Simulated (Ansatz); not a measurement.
Ansatz input

```yaml
crystal:
  lattice:
    - [0.0, 2.7848743761, 2.7848743761]
    - [2.7848743761, 0.0, 2.7848743761]
    - [2.7848743761, 2.7848743761, 0.0]
  atoms:
    - { symbol: Mo, position: [0.125, 0.125, 0.125] }
    - { symbol: Mo, position: [0.875, 0.875, 0.875] }
hamiltonian:
  xc: lda
  pseudopotentials:
    kind: paw
    azcp:
      Mo: "pseudopotentials/Mo.paw.azcp"
basis:
  ecutwfc: 420
  fft_grid_basis: typed
kpoints:
  mp_grid: { grid: [16, 16, 16], shift: [0, 0, 0] }
magnetization:
  spin_polarized: false
scf:
  occupations: { method: fermi_dirac, width: 0.1 }
```

Terminal output

```
Warning: the record states the generating functional pbe (its physics header spells it `PBE`), which answers neither for hamiltonian.xc's functional nor for the lda family's — results may be inconsistent (PPs are generated against a specific XC)
Engine: ansatz 0.2.0, x86_64-unknown-linux-gnu
Pseudopotentials: kind: paw
Pseudopotential: Mo, paw, valence charge 14, recommended cutoff 420 eV (normal) 
Functional definition: SPW92
  exchange = slater_x
  correlation = pw_c
Crystal: 2 atoms, lattice volume = 43.196 Å³
Basis set: ecut = 420 eV, 869 PW (Γ)
Bands: 18, of which v1, the nominal top of the filled ones, is band 14 counted from 1 (13 counted from 0)
Symmetry: 48 space group operations
Space group: Fd-3m (ITA 227), of the structure as read, at distance tolerance 3.5e-5 Å
k-points: 145 of 4096
Non-local potential: Mo, projectors of the file, l = 0: 3, l = 1: 2, l = 2: 2, l = 3: 1
PAW form: soft (Blöchl's): semilocal exchange-correlation on the pseudo side does not see the compensation charge
PAW frozen core: Mo, regenerated for the run's functional, and the local potential with it (the file was generated under x = pbe(κ = 0.804, μ = 0.2195149727645171), c = pbe(β = 0.06672455060314922))
PAW one-centre angular grid: Mo, 590 points (default); XC on 64 Gauss nodes
Initial density: superposition of atomic densities (neutral atoms: chi_scale 0, normalization atom), corrected by the library's trained network
Initial wavefunctions: pseudopotential atomic-orbital guess
Functional: x = slater, c = lda
SCF iter   1: F=—  HF=-9681.024464 eV  |F-HF|=—  |Δ(HF+E_count)|=         —  Δρ=8.59e-3  dr2=7.25e-3  ethr=1.77e-3  ⟨swp⟩=5.0  Hψ=12057  notcnv=0
SCF iter   2: F=—  HF=-9681.025583 eV  |F-HF|=—  |Δ(HF+E_count)|=   1.12e-3  Δρ=4.68e-3  dr2=2.18e-3  ethr=2.59e-5  ⟨swp⟩=1.6  Hψ=3994  notcnv=0
SCF iter   3: F=—  HF=-9681.025958 eV  |F-HF|=—  |Δ(HF+E_count)|=   3.75e-4  Δρ=3.49e-4  dr2=3.50e-5  ethr=7.78e-6  ⟨swp⟩=1.0  Hψ=2610  notcnv=0
SCF iter   4: F=—  HF=-9681.025966 eV  |F-HF|=—  |Δ(HF+E_count)|=   7.61e-6  Δρ=7.08e-5  dr2=2.63e-6  ethr=1.25e-7  ⟨swp⟩=2.3  Hψ=4039  notcnv=0
SCF iter   5: F=—  HF=-9681.025966 eV  |F-HF|=—  |Δ(HF+E_count)|=   1.69e-7  Δρ=1.92e-5  dr2=2.58e-7  ethr=9.39e-9  ⟨swp⟩=1.9  Hψ=3089  notcnv=0
SCF iter   6: F=-9681.025966 eV  HF=-9681.025966 eV  |F-HF|=1.95e-10  |Δ(HF+E_count)|=   3.78e-8  Δρ=4.32e-6  dr2=7.98e-9  ethr=3.57e-10  ⟨swp⟩=2.0  Hψ=4395  notcnv=0
SCF 1 converged in 6 iterations: F = -9681.025966 eV  dr2 = 7.98e-9
SCF converged after 6 iterations
Free energy (F): -9681.025966 eV
Harris-Foulkes:  -9681.025966 eV  (|F-HF|=1.95e-10)
Internal energy: -9680.944260 eV  (E = F + TS)
E sigma→0 (E₀):  -9680.985113 eV
Entropy (-TS):   -0.081706 eV (-40.853 meV/atom)
Fermi energy:    13.474202 eV
--- Per-component energies (eV) ---
  E_band       = -296.061738
  E_kinetic    = 887.687117
  E_local      = -2466.705615  (includes V_loc(G=0)·N_el)
  E_nonlocal   = 305.733832
  E_hartree    = 865.535829
  E_xc         = -362.153500
  E_vxc        = -453.850475  (∫ρ·V_xc dr)
  E_paw        = -6182.362789  (= ΣΔE_a)
  E_vpaw       = -299.995694  (= ΣTr[D̂ρ^β])
  E_aug_tail   = 0.000063  (compensation charges beyond the density's cutoff)
  E_ewald      = -2729.624830
  E_core_change = 0.945632  (= ΣΔE_core)
  E_smearing   = -0.081706  (= −TS)
  E_closure    = -0.000000  (closes the sum)
  Σ components = -9681.025966   (vs F -9681.025966, Δ=0.00e0)
```

Command:

```sh
ansatz run input.yaml --threads 2 --pin off --max-ram 5120MiB --backend cpu --events-out ev --progress --plain --runs-dir out
```

On 2 threads of Intel(R) Xeon(R) Platinum 8488C (Sapphire Rapids) (shared host) this took about 2 s of wall time and 3.4 s of CPU time.
